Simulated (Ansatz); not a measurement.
According to the program Ansatz at the PBEsol level (PAW), PbS in the zinc blende structure (F-43m) relaxes to a = 6.543 Å. S has 4 nearest neighbours from 2.83 Å (tetrahedral); Pb has 4 nearest neighbours from 2.83 Å (tetrahedral). Against the elements it lies at -0.28 eV/atom, with no fitted shifts.

It is gapped at this level: 0.63 eV (indirect). The valence maximum lies at W and the conduction minimum at X (3 equivalent valleys). HSE06 on the same cell gives 1.22 eV. Gap from PBEsol with spin–orbit coupling: 0.54 eV. The electron mass is 0.35, 0.35, 1.7 mₑ (principal values). The hole mass is 0.58, 0.58, 0.70 mₑ (principal values).

An equation-of-state fit gives a bulk modulus of 38.9 GPa. The relaxed-ion elastic constants in GPa are C11 = 40.5, C12 = 38.1, C44 = -7.7. Perturbation theory gives ε∞ = 7.43. Letting the ions move raises it to ε0 = 11.8. Born charges are S -2.34, Pb +2.34 e. The phonon dispersion is unstable, down to 35i cm⁻¹. Without the LO–TO term the highest mode at Γ lies at 178 cm⁻¹.

The start of the workflow was typed in or built on a structure type; neither database checked (COD, Materials Project) lists it. It is not the phase usual at ambient conditions (space group No. 225). The cell was relaxed with PBEsol under the symmetry of its start. The references are the lowest solids computed at this level, not always the standard phases. Scalar-relativistic: spin–orbit coupling is off unless named, which matters more the heavier the elements.

Potentials: the later of the program's two PAW sets.
